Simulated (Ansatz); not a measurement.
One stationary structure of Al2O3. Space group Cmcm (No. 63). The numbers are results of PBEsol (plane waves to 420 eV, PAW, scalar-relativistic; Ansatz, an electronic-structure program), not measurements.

Space group Cmcm (No. 63); a = 2.797 Å, b = 11.473 Å, c = 5.256 Å, α = β = γ = 90.00°

```tsv
atom	site	symmetry	x	y	z
Al	4c	m2m	0.0000	0.2847	0.2500
Al	4a	2/m..	0.0000	0.0000	0.0000
O	4c	m2m	0.0000	0.4987	0.2500
O	8f	m..	0.0000	0.1627	0.5154
```
(The calculation used a cell of 10 atoms; values per cell refer to that cell.)

| Quantity | Value |
|---|---|
| Volume per atom | 8.43 Å³ |
| Band gap | 4.87 eV, indirect (valence top at k = (0, 0, 0.3333), conduction bottom at Γ) (no spin-orbit coupling) |
| Smallest direct gap | 5.08 eV at Γ |
| Shortest distances | Al–O 1.87 Å; O–O 2.45 Å; Al–Al 2.63 Å |
| k-mesh | 12×12×6 |

Band energies at high-symmetry points (eV from the VBM; labels of this space group; no spin-orbit coupling), from −5 eV up to 9.9 eV:

| point | energies |
|---|---|
| Γ | -4.49 -3.43 -3.36 -2.88 -2.46 -2.01 -1.63 -1.37 -1.20 -0.81 -0.47 -0.38 -0.22 -0.20 4.87 6.54 7.58 8.46 9.23 |
| Y | -4.45 -4.34 -3.55 -2.86 -2.66 -2.34 -1.99 -1.66 -1.60 -1.38 -1.19 -0.85 -0.81 -0.18 -0.12 6.48 6.77 7.34 7.89 8.37 |
| C0 | -4.74 -4.40 -3.99 -3.89 -3.61 -2.11 -2.11 -1.77 -1.77 -1.47 -0.72 -0.55 -0.49 7.00 7.26 8.93 8.94 8.99 |
| Σ0 | -4.74 -4.40 -3.99 -3.89 -3.61 -2.11 -2.11 -1.77 -1.77 -1.47 -0.72 -0.55 -0.49 7.00 7.26 8.93 8.94 8.99 |
| Z | -4.63 -4.63 -4.01 -4.01 -3.42 -3.42 -3.17 -3.17 -2.16 -2.16 -1.72 -1.72 -0.32 -0.32 -0.13 -0.13 7.09 7.09 7.80 7.80 9.51 9.51 |
| A0 | -3.85 -3.85 -3.35 -3.35 -3.08 -3.08 -2.15 -2.15 -1.47 -1.47 -0.85 -0.85 8.34 8.34 9.61 9.61 |
| E0 | -3.85 -3.85 -3.35 -3.35 -3.08 -3.08 -2.15 -2.15 -1.47 -1.47 -0.85 -0.85 8.34 8.34 9.61 9.61 |
| T | -4.76 -4.76 -3.23 -3.23 -2.47 -2.47 -1.48 -1.48 -1.47 -1.47 -1.01 -1.01 -0.50 -0.50 7.46 7.46 7.70 7.70 9.00 9.00 |

No spin polarisation in the result.

The run could not lose the symmetry of its start.

The first start was generated by a random draw of sites in a space group. Materials Project lists a structure of Al2O3 in the same space group, Cmcm (No. 63); the sites were not compared with it, nor with measured phases. Known forms of Al2O3 include space group No. 167.
